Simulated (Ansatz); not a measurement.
**TeO₃: structures and their energies**

5 relaxations of TeO3 ended in 5 distinct structures. The numbers are results of r2SCAN+rVV10 (plane waves to 500 eV, PAW, scalar-relativistic; Ansatz, a program for electronic structure), not measurements.

```csv
#,space group,Pearson,type,E − E(lowest) (eV/atom),V (Å³/atom),"gap (eV, no SOC)",runs ending here
1,R-3,hR8,–,0.000,13.74,2.96,1
2,P-31c,hP16,–,0.000,13.74,2.97,1
3,Cmce,oS32,–,0.003,14.00,2.84,1
4,P-31m,hP8,–,0.007,14.18,2.94,1
5,P6₃/mcm,hP16,–,0.016,15.09,2.94,1
```

R-3, hR8 is the lowest among the structures calculated here, level within the accuracy with P-31c, hP16.

Space group R-3, hexagonal axes (No. 148); a = b = 5.1566 Å, c = 14.3187 Å, α = β = 90.00°, γ = 120.00°

| atom | site | symmetry | x | y | z |
|---|---|---|---|---|---|
| O | 18f | 1 | 0.3328 | 0.0434 | 0.0913 |
| Te | 6c | 3. | 0.0000 | 0.0000 | 0.1671 |
(The calculation used a cell of 8 atoms; values per cell refer to that cell.)

Each run could gain symmetry but not lose that of its start, so entries can be saddle points. All of these are generated cells (placed on structure types, drawn at random, substituted or restacked) that were not matched to a known phase here. The real structure of this composition may not be among these. Energies are at zero temperature and pressure, without zero-point motion. Each cell has its own k-point mesh; energy differences are given only to the digits this allows. No spin polarisation in the result. Without spin-orbit coupling the bands of the heavy element are not split, so the gap can be far off. Gaps of cells over 8 atoms come from the SCF mesh and high-symmetry points alone.
